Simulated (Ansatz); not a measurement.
## 5 guesses for Sr₃CuH₂ and where they end

All numbers below come from DFT PBE, scalar-relativistic, plane waves, PAW in Ansatz. Settings: cutoff 420 eV, Γ-centred meshes spaced at most about 0.3 Å⁻¹, and about 0.25 Å⁻¹ or finer for metals (2π included), Gaussian smearing. No spin polarisation in the final relaxations.

Each guess was relaxed in cell and atoms at zero pressure, within the symmetry of its start. Temperature and zero-point effects are left out. Coordination counts H atoms around Cu and Sr (those within 1.25 times the shortest such distance or 1.15 times the sum of covalent radii; a plus sign parts nearer from farther groups; the shortest distance is added where it is long for a bond; a slash parts the counts of unlike sites).

```
guess      made from  start group  V start (Å³/atom)  end group  V end (Å³/atom)                        coordination at the end  gap on mesh (eV)  E over the lowest end (meV/atom)
    1  Eu2Ge3Au type        P-6m2               20.9      P-6m2             30.6  Sr 6 from 3.3 Å/6 from 4.0 Å, Cu 6 from 4.0 Å                 0                               754
    2    random cell       P6/mmm               23.1     P6/mmm             25.6                         Sr 4, Cu 12 from 4.4 Å                 0                               127
    3    random cell       P4/mmm               23.1          ?                ?                                              ?                 ?                                 ?
    4    random cell        P-62m               24.0      P-62m             35.1                                     Sr 2, Cu 2                 0                                 0
    5   GdB2Rh3 type       P6/mmm               18.7     P6/mmm             23.9                          Sr 4, Cu 6 from 4.0 Å                 0                               104
```

Guess 3 as it starts:

```cif
data_structure
_symmetry_space_group_name_H-M 'P4/mmm'
_symmetry_Int_Tables_number 123
_cell_length_a 5.3790
_cell_length_b 5.3790
_cell_length_c 4.7945
_cell_angle_alpha 90.000
_cell_angle_beta 90.000
_cell_angle_gamma 90.000
_cell_volume 138.73
loop_
_atom_site_label
_atom_site_type_symbol
_atom_site_symmetry_multiplicity
_atom_site_Wyckoff_symbol
_atom_site_fract_x
_atom_site_fract_y
_atom_site_fract_z
_atom_site_occupancy
Sr1 Sr 2 f 0.00000 0.50000 0.00000 1
Sr2 Sr 1 c 0.50000 0.50000 0.00000 1
Cu1 Cu 1 d 0.50000 0.50000 0.50000 1
H1 H 1 b 0.00000 0.00000 0.50000 1
H2 H 1 a 0.00000 0.00000 0.00000 1
```

Task: Predict the end of this guess and its energy over the lowest end.

Result: It ends in space group P4/mmm (No. 123), with a = 6.886 Å, c = 5.294 Å, 41.8 Å³/atom and no gap. It lies 1.11 eV/atom over the lowest end, above guess 1 and so the highest of the set. Counting H atoms around Cu and Sr, this end has Sr 2 from 3.4 Å/4+8 from 4.9 Å, Cu 4+8 from 4.9 Å and the lowest (guess 4) has Sr 2, Cu 2.

```
CELL_PARAMETERS angstrom
6.88594 0.00000 0.00000
0.00000 6.88594 0.00000
0.00000 0.00000 5.29355
ATOMIC_POSITIONS crystal
Sr 0.00000 0.50000 0.00000
Sr 0.50000 0.00000 0.00000
Sr 0.50000 0.50000 0.00000
Cu 0.50000 0.50000 0.50000
H 0.00000 0.00000 0.50000
H 0.00000 0.00000 0.00000
```

The zero of energy is the elements' standard structures at the same level (H₂ as a molecule); no fitted shifts are applied.

Task: Is the lowest end bound against the elements?

Result: Too close to call: its formation energy is +0.03 eV/atom. The formation energy is too near zero to say whether this cell lies below the elements.

A magnetic state wasn't ruled out in cells without spin, among them P-62m, P6/mmm at 23.9 Å³/atom, P6/mmm at 25.6 Å³/atom, P-6m2, P4/mmm. With hydrogen, zero-point motion can shift formation energies by some tens of meV/atom. Cells relaxed within their symmetry can be saddle points. A lower structure may well exist outside this small set. Some candidate types were left out of the draw beforehand, so a known form may be missing.
